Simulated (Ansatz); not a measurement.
Ti₃AlC (anti-perovskite, Pm-3m) under volume change, the program Ansatz at the LDA level (PAW), scaled uniformly.

| V (Å³/atom) | E − E(relaxed) (meV/atom) | P (GPa) |
|---|---|---|
| 12.593 | 70.4 | 19.57 |
| 13.008 | 29.7 | 12.05 |
| 13.423 | 7.1 | 5.58 |
| 13.838 | 0.0 | 0.01 |
| 14.253 | 6.4 | -4.79 |
| 14.668 | 24.2 | -8.92 |
| 15.084 | 52.1 | -12.46 |

What does a third-order Birch–Murnaghan fit give for V₀, B₀ and B′?

V₀ = 13.84 Å³/atom, B₀ = 172 GPa, B′ = 4.0.

The workflow started from a Materials Project entry (that database holds measured and hypothetical structures alike); the Crystallography Open Database copy checked does not list it. Whether it is the stable phase at ambient conditions was not checked. The LDA relaxation kept the symmetry of its start; of distortions, only those at the zone centre were tested. No spin polarisation was allowed.

Potentials: the later of the program's two PAW sets.
